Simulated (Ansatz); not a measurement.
The relaxed structure here is a generated cell of Ru: the first start was made by placing the elements on the sites of a structure type, and the end was not matched to a known phase here, so it may be hypothetical. Known forms of Ru include space group No. 194.

A relaxed cell of Ru (Pa-3 (No. 205)), relaxed on a k-mesh at least as fine as the one used below. These are PBE (plane waves to 420 eV, PAW, scalar-relativistic; Ansatz, an electronic-structure program) values and carry that method's errors. Γ-centred k-mesh 7×7×7 on the run's cell (coarser than for final values), Fermi–Dirac smearing 0.05 eV.

```
CELL_PARAMETERS angstrom
      4.85684     0.00000     0.00000
      0.00000     4.85684     0.00000
      0.00000     0.00000     4.85684
ATOMIC_POSITIONS crystal
  Ru 0.14891 0.14891 0.14891
  Ru 0.64891 0.35109 0.85109
  Ru 0.85109 0.64891 0.35109
  Ru 0.35109 0.85109 0.64891
  Ru 0.85109 0.85109 0.85109
  Ru 0.35109 0.64891 0.14891
  Ru 0.14891 0.35109 0.64891
  Ru 0.64891 0.14891 0.35109
```

Every atom was then displaced, and the forces became (eV/Å):

```json
[
 {"atom": "Ru1", "Fx": "0.72", "Fy": "0.05", "Fz": "-1.40"},
 {"atom": "Ru2", "Fx": "0.56", "Fy": "-1.68", "Fz": "-0.78"},
 {"atom": "Ru3", "Fx": "-0.31", "Fy": "1.59", "Fz": "-2.03"},
 {"atom": "Ru4", "Fx": "0.05", "Fy": "1.99", "Fz": "-2.28"},
 {"atom": "Ru5", "Fx": "0.71", "Fy": "1.19", "Fz": "1.33"},
 {"atom": "Ru6", "Fx": "-1.22", "Fy": "0.04", "Fz": "2.88"},
 {"atom": "Ru7", "Fx": "0.84", "Fy": "-2.23", "Fz": "1.76"},
 {"atom": "Ru8", "Fx": "-1.35", "Fy": "-0.96", "Fz": "0.53"}
]
```

**Question.** Which atom was moved farthest relative to the others, and in which direction?

**Answer.** Ru6, by (0.05, 0.03, -0.16) Å (0.17 Å, mean shift removed); the next is Ru3 with 0.12 Å. Its force makes an angle of 169° with its move.

All displacements (Å):

```
atom      ux      uy      uz
----  ------  ------  ------
Ru1    0.006  -0.048   0.091
Ru2    0.048   0.043  -0.005
Ru3    0.012  -0.094   0.085
Ru4    0.015  -0.086   0.029
Ru5   -0.026  -0.035  -0.047
Ru6    0.089   0.009  -0.167
Ru7    0.034   0.063  -0.053
Ru8    0.098  -0.019  -0.009
```

**Question.** Estimate the energy cost of the displacement in the harmonic approximation and compare with the calculation.

**Answer.** For a harmonic well ΔE = −½ Σ F·u = 0.881 eV a cell, or 110 meV/atom. The calculated energy relative to the undisplaced cell is +0.11 eV/atom, so the harmonic estimate holds well.

The undisplaced cell is probably no minimum: from this displacement the run went on to P2₁/c (No. 14), 0.15 eV/atom below it.

No spin polarisation in the result.
